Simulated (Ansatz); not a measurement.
Below is a relaxed structure of KGe2. The cell was found from a structure generator's guess, not taken from experiment.

The calculation used Ansatz 0.2.0, DFT PBE+D3(BJ), scalar-relativistic, plane waves, PAW. Cutoff 420 eV, Γ-centred mesh, Gaussian smearing, no spin polarisation.

```cif
data_structure
_symmetry_space_group_name_H-M 'P 1'
_symmetry_Int_Tables_number 1
_cell_length_a 6.8716
_cell_length_b 6.8716
_cell_length_c 6.8716
_cell_angle_alpha 151.891
_cell_angle_beta 151.891
_cell_angle_gamma 40.172
_cell_volume 71.88
loop_
_atom_site_label
_atom_site_type_symbol
_atom_site_fract_x
_atom_site_fract_y
_atom_site_fract_z
_atom_site_occupancy
K1 K 0.00000 0.00000 0.00000 1
Ge1 Ge 0.69510 0.69510 0.00000 1
Ge2 Ge 0.30490 0.30490 0.00000 1
```

Energies over the elements count from the elements' standard structures at the same level, with no fitted energy shifts.

Q: What space group does it have?

A: I4/mmm (No. 139). Conventional cell: a = 3.337 Å, c = 12.907 Å. K has 4 K at 3.34 Å, 8 Ge at 3.45 Å and 2 Ge at 3.94 Å; Ge has 4 Ge at 2.75 Å, 4 Ge at 3.34 Å, 4 K at 3.45 Å and 1 K at 3.94 Å.

Q: How far does it lie from the elements in energy?

A: −0.01 eV/atom. The formation energy is too near zero to say whether this cell lies below the elements.

Q: Is it a metal?

A: Yes, bands cross the Fermi level on the 18×18×18 mesh.

The last run used an 18×18×18 mesh for its 3-atom cell and Gaussian smearing of 0.10 eV. For metals, differences of a few meV/atom aren't resolved. Symmetry constrained the relaxation, so the result can be a saddle point. Another cell of KGe2 relaxed alike, in Cmmm, lies 32 meV/atom lower, so this cell isn't the stable form at this level.
